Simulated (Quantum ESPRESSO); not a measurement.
Cs$_{2}$IBrCl$_{6}$ is modelled in the cubic space group Fm-3m (No. 225), Pearson symbol cF40. Lattice parameters: a = b = c = 11.3718 Å, α = β = γ = 90.00°. Cl on 24e is surrounded by 1 I at 2.595 Å and 4 Cs at 4.028 Å (square pyramidal). Br on 4b is surrounded by no neighbour by this rule. I on 4a sees 6 Cl at 2.595 Å (octahedral). Cs on 8c is surrounded by 12 Cl at 4.028 Å (cuboctahedral). (Neighbours: up to the widest gap in distance over summed covalent radii, below 1.35, at either atom; cation-cation contacts left out.)
(The calculation used a cell of 10 atoms; values per cell refer to that cell.)

The geometry is that of Materials Project entry mp-992141, symmetrised and not relaxed again.

### Question
What does norm-conserving PBEsol (Quantum ESPRESSO, 70 Ry, scalar-relativistic) give for the electronic structure near the Fermi level?

### Answer
The PBEsol gap is direct, 0.82 eV at L. Without spin-orbit coupling, band edges of such heavy elements can be off by tenths of an eV.

The structure is a Materials Project entry; no match was found in the copy of COD used, and its stability was not checked.
